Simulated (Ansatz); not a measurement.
**Structure relaxation, ZnSnN2**

The start is a relaxed ZnSnN2 cell shaken by Gaussian noise of σ = 0.08 Å a coordinate. The cell and all atomic positions are relaxed at zero pressure with r2SCAN (plane waves to 500 eV, PAW, scalar-relativistic; Ansatz, an electronic-structure program). First-step values are on the input's coarse k-mesh.

Ansatz input (later rounds restart from its end on a renewed k-mesh):
Ansatz 0.2 input:
```yaml
crystal:
  lattice:
    - [-2.3727632713, 2.3727632713, 4.7876485167]
    - [2.3727632713, -2.3727632713, 4.7876485167]
    - [2.3727632713, 2.3727632713, -4.7876485167]
  atoms:
    - { symbol: Zn, position: [0.7377034636, 0.2226515462, 0.4875387416] }
    - { symbol: Zn, position: [-0.0016309539, 0.0006581662, -0.0348735205] }
    - { symbol: Sn, position: [0.2404195828, 0.7469944109, 0.4939796473] }
    - { symbol: Sn, position: [0.5136533087, 0.5119959217, 0.0267350374] }
    - { symbol: N, position: [0.0957359666, 0.0734874229, 0.4524570054] }
    - { symbol: N, position: [0.6291752893, 0.6076566926, 0.4761583132] }
    - { symbol: N, position: [0.3876679983, 0.9188079544, 0.0404443168] }
    - { symbol: N, position: [0.8938875729, 0.3782617629, 0.985438792] }
basis: { ecutwfc: 500, ecutrho_ratio: 4, xc_grid: 4, fft_grid_basis: typed }
kpoints: { mp_grid: { grid: [6, 6, 7] } }
hamiltonian:
  xc: r2scan
  dispersion: none
  pseudopotentials: { kind: paw }
scf: { occupations: { method: fermi_dirac, width: 0.05 } }
relax: { f_tol: 0.01, max_steps: 100, cell: { stress_tol: 0.02 } }
output: { forces: true, stress: true }
```

```json
{
  "initial_pressure": "+6.0 GPa (positive: the cell is compressed)",
  "largest_initial_force": "4.57 eV/Å, on Sn4 (atoms numbered as listed)",
  "energy_released": "0.24 eV/atom",
  "relative_to_the_parent": "It returns to the parent structure, I-42d (No. 122)",
  "Shortest distances (start → end)": "The closest pairs of elements (up to four, under 3.6 Å), start → end: N–Zn 1.80 → 2.05 Å; N–Sn 1.89 → 2.07 Å; N–N 3.07 → 3.33 Å; Zn–Zn 3.10 → 3.37 Å",
  "band_gap_at_the_end": "0.39 eV, direct at Γ (no spin-orbit coupling)",
  "optimiser_moves": "5"
}
```

Final structure:

Space group I-42d (No. 122); a = 4.746 Å, b = 4.746 Å, c = 9.575 Å, α = 90.00°, β = 90.00°, γ = 90.00°

| atom | site | symmetry | x | y | z |
|---|---|---|---|---|---|
| Zn | 4a | -4.. | 0.0000 | 0.0000 | 0.0000 |
| Sn | 4b | -4.. | 0.0000 | 0.0000 | 0.5000 |
| N | 8d | .2. | 0.2468 | 0.2500 | 0.1250 |
(The calculation used a cell of 8 atoms; values per cell refer to that cell.)

Final values are on a 10×10×10 k-mesh of the relaxed cell. No spin polarisation in the result.

The relaxed structure here is a generated cell of ZnSnN2: the first start was made by placing the elements on the sites of a structure type, and the end was not matched to a known phase here, so it may be hypothetical.
